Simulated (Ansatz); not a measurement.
Question: AlBN$_{2}$ (chalcopyrite, I-42d) is relaxed with plane-wave PAW PBEsol (Ansatz code). What lattice parameters of the conventional cell result?

Answer: a = 4.088 Å, c = 7.617 Å.

Question: Give the free coordinates with the occupied sites.

Answer: In one choice of origin and axes:

```json
[
 {"atom": "Al", "site": "4a", "symmetry": "-4..", "x": "0.0000", "y": "0.0000", "z": "0.0000"},
 {"atom": "B", "site": "4b", "symmetry": "-4..", "x": "0.0000", "y": "0.0000", "z": "0.5000"},
 {"atom": "N", "site": "8d", "symmetry": ".2.", "x": "0.2500", "y": "0.1931", "z": "0.3750"}
]
```

Question: Is it a metal or does it have a gap at this level?

Answer: A gap of 2.69 eV, direct.

The start of the workflow was typed in or built on a structure type; neither database checked (COD, Materials Project) lists it. Whether it is the stable phase at ambient conditions was not checked. The cell was relaxed with PBEsol under the symmetry of its start; whether a distortion lowers the energy is not shown.

Potentials: the earlier of the program's two PAW sets. The files were generated under PBE; for other functionals the program regenerates the frozen cores, and for LDA and PBEsol the local potential too.
